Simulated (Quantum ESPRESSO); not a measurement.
Field gradients of Ca$_{4}$TeSe$_{3}$ from a PBE PAW density (pw.x of a modified build of Quantum ESPRESSO, JTH datasets) with the all-electron reconstruction of Petrilli and co-workers, 20 Ha, k-mesh 4×4×4 through Γ:

```yaml
crystal:
  lattice:
    - [6.07865, 0.00000, 0.00000]
    - [0.00000, 6.07865, 0.00000]
    - [0.00000, 0.00000, 6.07865]
  atoms:
    - { symbol: Ca, position: [0.00000, 0.00000, 0.00000] }
    - { symbol: Te, position: [0.50000, 0.00000, 0.00000] }
    - { symbol: Ca, position: [0.00000, 0.50000, 0.50000] }
    - { symbol: Se, position: [0.50000, 0.50000, 0.50000] }
    - { symbol: Ca, position: [0.50000, 0.00000, 0.50000] }
    - { symbol: Se, position: [0.00000, 0.00000, 0.50000] }
    - { symbol: Ca, position: [0.50000, 0.50000, 0.00000] }
    - { symbol: Se, position: [0.00000, 0.50000, 0.00000] }
```
The cell was made here from a computed Materials Project entry: one of 4 Se replaced by Te, cell and atoms relaxed (PBE without dispersion, pw.x of Quantum ESPRESSO, symmetry kept). The parent is CaSe in Fm-3m; whether this form has been observed was not checked. The swapped cell is a model, not a known phase. Stability against distortions was not tested.

Vzz is the sum of three terms, each taken along its main axis: the smooth valence density, the ions (nucleus and frozen core) with the augmentation charges of all other spheres, and the all-electron minus smooth density in the atom's own sphere. The split hangs on the datasets.  Cores are frozen. Ca had no test against all-electron runs.

```csv
site,smooth valence density,ions and other spheres,own sphere,Vzz (a.u.)
"Ca1 (atoms 1, 5, 7)",0.005,-0.001,…,…
```

Task: Fill in the missing entries.

Result: 
- Ca1 (atoms 1, 5, 7), own sphere: -0.075
- Ca1 (atoms 1, 5, 7), Vzz (a.u.): -0.071
